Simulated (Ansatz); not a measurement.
YRh (CsCl type, Pm-3m) at seven volumes, DFT-r²SCAN in the program Ansatz with PAW potentials, scaled uniformly. One row is withheld.

```
V (Å³/atom)  P (GPa)
-----------  -------
18.144         13.46
18.742          8.24
19.340             ?
19.938          0.00
20.536         -3.24
21.134         -6.00
21.732         -8.36
```

Q: Fit the shown pressures and predict the withheld one.

A: P = (3/2)B₀(x^(7/2) − x^(5/2))[1 + (3/4)(B′ − 4)(x − 1)] with x = (V₀/V)^(2/3). Least squares on the six rows gives V₀ = 19.938 Å³/atom, B₀ = 117 GPa, B′ = 4.28. At V = 19.340, x = 1.0205 and P = 3.80 GPa. The run itself gave 3.79 GPa.

The workflow started from an entry of the Crystallography Open Database (COD). Whether it is the stable phase at ambient conditions was not checked. The r²SCAN relaxation kept the symmetry of its start; its stability against distortions is not shown here. No spin polarisation was allowed.

Potentials: the later of the program's two PAW sets.
